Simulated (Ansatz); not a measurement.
A generator proposed this cell of CdRe2.

```cif
data_structure
_symmetry_space_group_name_H-M 'Fd-3m:1'
_symmetry_Int_Tables_number 227
_cell_length_a 7.6227
_cell_length_b 7.6227
_cell_length_c 7.6227
_cell_angle_alpha 90.000
_cell_angle_beta 90.000
_cell_angle_gamma 90.000
_cell_volume 442.91
loop_
_atom_site_label
_atom_site_type_symbol
_atom_site_symmetry_multiplicity
_atom_site_Wyckoff_symbol
_atom_site_fract_x
_atom_site_fract_y
_atom_site_fract_z
_atom_site_occupancy
Cd1 Cd 8 b 0.00000 0.00000 0.50000 1
Re1 Re 16 c 0.12500 0.12500 0.12500 1
```

These are results of Ansatz, DFT PBE, scalar-relativistic, plane waves, PAW, not measurements. Plane waves to 420 eV, a k mesh through Γ of 4×4×4 on the computed 6-atom cell and Gaussian smearing (0.10 eV); no spin polarisation.

Formation energies are uncorrected and refer to the elements' standard structures at the same level.

Q: How far from equilibrium is it?

A: The pressure is -10.6 GPa (it wants to contract), the largest force is 0.00 eV/Å (symmetry fixes the atoms), and the energy is +0.64 eV/atom against the elements. The shortest distance is 2.70 Å.

Q: How much does it gain on relaxing, and where does it end?

A: Relaxing gains under 0.1 eV/atom (the start's value is from the coarse mesh, so the gain is rough) in 9 ionic steps and ends at +0.62 eV/atom on the finer mesh. The symmetry stays Fd-3m (No. 227). The end has the cubic Laves (C15) type. The volume per atom shrinks by 5.4 %, from 18.5 to 17.5 Å³. The shortest distance goes from 2.70 Å (Re–Re) to 2.65 Å (Re–Re). Conventional cell: a = 7.482 Å. Cd is surrounded by 12 Re at 3.10 Å and 4 Cd at 3.24 Å; Re has 6 Re at 2.65 Å and 6 Cd at 3.10 Å.

The last run used a 10×10×10 mesh for its 6-atom cell and Gaussian smearing of 0.10 eV. Spin–orbit coupling, which can matter for Re, is left out. The relaxation can't lower the symmetry of the start. Symmetry constrained the relaxation, so the result can be a saddle point.
